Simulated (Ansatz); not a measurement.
SiGe:
```
CELL_PARAMETERS angstrom
      3.66539     0.00000     0.00000
     -1.83270     3.17432     0.00000
      0.00000     0.00000     6.18888
ATOMIC_POSITIONS crystal
  Ge 0.00000 0.00000 0.00000
  Ge 0.00000 0.00000 0.50000
  Si 0.33333 0.66667 0.25000
  Si 0.66667 0.33333 0.75000
```

Relaxed with r²SCAN. Special points in fractions of this cell's reciprocal vectors: Γ (0.000, 0.000, 0.000); M (0.500, 0.000, 0.000); K (0.333, 0.333, 0.000); A (0.000, 0.000, 0.500); L (0.500, 0.000, 0.500); H (0.333, 0.333, 0.500).

Problem. List the band energies nearest the Fermi level at these points for the program Ansatz at the r²SCAN level (PAW).

Solution. In eV from the Fermi level; about four levels below and three above (degenerate sets whole), none deeper than 8.9 eV; points with the same levels are listed once.

```
k                    below                above
-  -----------------------  -------------------
Γ              -0.51 -0.51  0.21 0.94 1.37 1.37
M  -5.95 -5.82 -4.93 -2.95       0.87 0.93 1.12
K  -3.72 -3.72 -3.02 -3.02  4.38 5.91 6.32 6.32
A              -5.02 -5.02  0.31 0.31 0.31 0.31
L  -1.73 -1.73 -1.46 -1.46  2.67 2.67 5.69 5.69
H  -5.47 -5.47 -1.05 -1.05  0.57 0.57 1.98 1.98
```

Space group P6_3/mmc (NiAs type). The cell is a constructed one: a structure type filled with these elements; neither database checked (COD, Materials Project) lists it. Its standing as an ambient phase is unchecked. The r²SCAN relaxation kept the symmetry of its start; whether a distortion lowers the energy is not shown. Spin–orbit coupling is left out wherever it is not named.

Potentials: the earlier of the program's two PAW sets.
